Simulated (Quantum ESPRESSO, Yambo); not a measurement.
## Levels of theory for the gap of MoS$_{2}$

MoS2 (space group P6_3/mmc, No. 194): one geometry, one set of PBEsol (Quantum ESPRESSO, PseudoDojo norm-conserving, 80 Ry, scalar-relativistic) orbitals, self-energies from Yambo (6×6×1 Γ-centred k mesh, bands 3 to 221 and a 8 Ry block in the screening, 221 bands in G with the Bruneval-Gonze terminator, plasmon pole fitted at 27.2 eV).

The geometry is that of Materials Project entry mp-2815, symmetrised and not relaxed again.

```tsv
level	gap Γ → K (eV)	direct gap at K (eV)	rough Yambo cost
PBEsol (Quantum ESPRESSO)	1.20	1.62	–
exchange only (Hartree-Fock self-energy on PBEsol orbitals)	6.06	6.21	about 1/10 (6 states)
static COHSEX@PBEsol	2.02	2.37	within a factor of two (3 states)
G0W0@PBEsol, plasmon pole	1.79	2.14	1 (6 states)
```

Bare exchange has no screening and gives the widest gap; static COHSEX screens it but leaves out the frequency dependence, which G0W0 restores.

Costs are rough ratios of core time on shared machines.

Nearest settings tried, and what they do to the gap: 143 bands in G: +1 meV; 143 bands in W, 143 bands in G: +8 meV; 7 Ry block (279 vectors against 317): -7 meV; 3×3×1 mesh: +135 meV. So the settings aren't converged at that level.

Spin-orbit splittings are left out.

The distance between layers or molecules is the database entry's, not relaxed here. Functionals without dispersion can leave it too large, which widens gaps and weakens the response across layers: the numbers belong to this cell.
